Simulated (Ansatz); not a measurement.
Rh (diamond, Fd-3m) at seven volumes, PBEsol (plane waves, PAW; program Ansatz), scaled uniformly. One row is withheld.

```
V (Å³/atom)  P (GPa)
-----------  -------
18.239         17.98
18.840         10.90
19.442          4.96
20.043          0.00
20.644         -4.13
21.245             ?
21.847        -10.42
```

**Question.** Fit the shown pressures and predict the withheld one.

**Answer.** P = (3/2)B₀(x^(7/2) − x^(5/2))[1 + (3/4)(B′ − 4)(x − 1)] with x = (V₀/V)^(2/3). Least squares on the six rows gives V₀ = 20.044 Å³/atom, B₀ = 150 GPa, B′ = 5.03. At V = 21.245, x = 0.9619 and P = -7.54 GPa. The run itself gave -7.57 GPa.

The start of the workflow was typed in or built on a structure type; neither database checked (COD, Materials Project) lists it. It is not the phase usual at ambient conditions (space group No. 225). Symmetry was held in the PBEsol relaxation. At this level the phase is mechanically unstable. The workflow began spin-polarised and lost its moments.

Potentials: the later of the program's two PAW sets.
